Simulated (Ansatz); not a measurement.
Given:

Si:
```cif
data_Si4
_chemical_formula_sum 'Si4'
_space_group_name_H-M_alt 'P63/mmc'
_space_group_IT_number 194
_space_group_name_Hall '-P 6c 2c'
_cell_length_a 3.80226
_cell_length_b 3.80226
_cell_length_c 6.28870
_cell_angle_alpha 90.000
_cell_angle_beta 90.000
_cell_angle_gamma 120.000
loop_
_atom_site_label
_atom_site_type_symbol
_atom_site_symmetry_multiplicity
_atom_site_Wyckoff_symbol
_atom_site_fract_x
_atom_site_fract_y
_atom_site_fract_z
_atom_site_occupancy
Si1 Si 4 f 0.33333 0.66667 0.06303 1
```

This is the LDA-relaxed structure.

Task: All from the program Ansatz at the LDA level (PAW), unless another level is named. Estimate the highest zone-centre frequency.

Result: 508 cm⁻¹.

Task: And the bulk modulus (Birch–Murnaghan fit)?

Result: 96.5 GPa.

Space group P6_3/mmc. The workflow started from a Materials Project entry (that database holds measured and hypothetical structures alike); the Crystallography Open Database copy checked does not list it. It is not the phase usual at ambient conditions (space group No. 227). The cell was relaxed with LDA under the symmetry of its start; its stability against distortions is not shown here.

Potentials: the earlier of the program's two PAW sets. The files were generated under PBE; for other functionals the program regenerates the frozen cores, and for LDA and PBEsol the local potential too.
